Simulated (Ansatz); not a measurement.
SiMo$_{3}$:
```
SiMo3
1.0
    0.00000     3.08578     3.08578
    3.08578     0.00000     3.08578
    3.08578     3.08578     0.00000
Si Mo
1 3
Cartesian
  0.00000   0.00000   0.00000
  3.08578   3.08578   3.08578
  1.54289   1.54289   1.54289
  4.62867   4.62867   4.62867
```

Relaxed with r²SCAN. Special points in fractions of this cell's reciprocal vectors: Γ (0.000, 0.000, 0.000); X (0.500, 0.000, 0.500); U (0.625, 0.250, 0.625); K (0.375, 0.375, 0.750); L (0.500, 0.500, 0.500); W (0.500, 0.250, 0.750).

Problem. List the band energies nearest the Fermi level at these points for r²SCAN with spin–orbit coupling (plane waves, PAW; program Ansatz).

Solution. In eV from the Fermi level; about four levels below and three above (degenerate sets whole), none deeper than 8.9 eV; points with the same levels are listed once.

| k | below | above |
|---|---|---|
| Γ | -2.24 -2.24 -2.24 -2.24 | 1.56 1.56 1.56 1.56 |
| X | -2.62 -2.62 -1.12 -1.12 | 0.29 0.29 0.37 0.37 |
| U | -0.43 -0.43 -0.07 -0.07 | 0.56 0.56 1.05 1.05 |
| L | -0.72 -0.72 -0.50 -0.50 | 1.72 1.72 1.83 1.83 |
| W | -1.44 -1.44 -0.44 -0.44 | 0.14 0.14 1.07 1.07 |

Space group Fm-3m. The cell is a constructed one: a structure type filled with these elements; neither database checked (COD, Materials Project) lists it. COD files the formula under space group No. 223. Whether it is the stable phase at ambient conditions was not checked. The cell was relaxed with r²SCAN under the symmetry of its start; whether a distortion lowers the energy is not shown. The run is not spin-polarised.

Potentials: the earlier of the program's two PAW sets.
